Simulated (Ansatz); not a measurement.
A geometry of Pt away from equilibrium: step 5 of the relaxation of a relaxed Pt cell displaced along its unstable phonon at q = (0, 0, ½) of its primitive reciprocal cell (25i cm⁻¹), largest move 0.15 Å. Level of theory: r2SCAN (plane waves to 500 eV, PAW, scalar-relativistic; Ansatz, a first-principles code). Γ-centred k-mesh 14×14×4 on the run's cell (coarser than for final values), Fermi–Dirac smearing 0.05 eV.

```xyz
4
Lattice="2.7303 0.0000 0.0000 -1.3651 2.3800 0.0000 0.0000 0.0000 9.4688" Properties=species:S:1:pos:R:3 pbc="T T T"
Pt     0.0000     0.9100     1.1836
Pt     0.0000     1.8837     5.9180
Pt     1.3651     0.9832     3.5606
Pt     1.3651     0.9832     8.2755
```

Q: Predict the force on each atom, in eV/Å.

A: 
```csv
atom,Fx,Fy,Fz
Pt1,0.00,-0.04,0.00
Pt2,0.00,-0.18,0.00
Pt3,0.00,0.11,-0.12
Pt4,0.00,0.11,0.12
```

Q: What is the pressure?

A: +0.8 GPa, compression positive.

Q: How much energy per atom can still be gained by relaxing?

A: 0.04 eV/atom; the path ends in I4/mmm (No. 139) (AFLOW prototype A_tI2_139_a (A_a)).

No spin polarisation in the result.

The run could not lose the symmetry of its start: the end is stationary, and may be a saddle point rather than a minimum.

The end of the path is a generated cell of Pt: the first start was made by placing the elements on the sites of a structure type, and the end was not matched to a known phase here, so it may be hypothetical. Known forms of Pt include space group No. 225.
